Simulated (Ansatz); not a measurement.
Relaxed-ion elastic tensor of B2W in space group P6_3/mmc (No. 194; W on 2c, B on 4f) in GPa (Voigt order), DFT-r²SCAN in the program Ansatz with PAW potentials; density 11.93 g/cm³, 9.54 Å³ per atom.

```tsv
	1	2	3	4	5	6
1	606	174	101	0.0	0.0	0.0
2	174	606	101	0.0	0.0	0.0
3	101	101	973	0.0	0.0	0.0
4	0.0	0.0	0.0	293	0.0	0.0
5	0.0	0.0	0.0	0.0	293	0.0
6	0.0	0.0	0.0	0.0	0.0	216
```

Problem. Is the crystal mechanically stable?

Solution. Yes: the smallest eigenvalue of C is 216 GPa.

Problem. Work out the Voigt, Reuss and Hill averages.

Solution. K_V = 326, K_R = 318, K_H = 322; G_V = 281, G_R = 267, G_H = 274 GPa.

Problem. Give Young's modulus, Poisson's ratio, Pugh's ratio and the universal anisotropy index.

Solution. E = 9KG/(3K + G) = 640 GPa; ν = 0.17; K/G = 1.18 (brittle by the Pugh limit of 1.75); A_U = 5G_V/G_R + K_V/K_R − 6 = 0.29.

Problem. Estimate the sound speeds and the Debye temperature.

Solution. v_l = √((K + 4G/3)/ρ) = 7590 m/s, v_t = √(G/ρ) = 4790 m/s, mean 5270 m/s; Θ = (h/k)(3n/4πV)^(1/3) v_m = 740 K.

Problem. Solve the Christoffel equation for the three sound speeds along x, y, z.

Solution. Eigenvalues of C_ijkl n_j n_l equal ρv². In km/s, slowest first: x 4.25, 4.95, 7.13; y 4.25, 4.95, 7.13; z 4.95, 4.95, 9.03.

Problem. How much does each axis shrink under pressure?

Solution. Linear compressibilities β_i = Σ_j S_ij (j = 1 to 3): x 1.2, y 1.2, z 0.78 per TPa.

The start of the workflow was typed in or built on a structure type; the Crystallography Open Database files this formula in space group No. 194, but the cells were not matched. Whether it is the stable phase at ambient conditions was not checked. The r²SCAN relaxation kept the symmetry of its start; its stability against distortions is not shown here. The run is not spin-polarised. As this level gives no gap, shear constants depend on the k-mesh and smearing (Fermi–Dirac, 0.1 eV here). Spin–orbit coupling is left out wherever it is not named.

Potentials: the earlier of the program's two PAW sets.
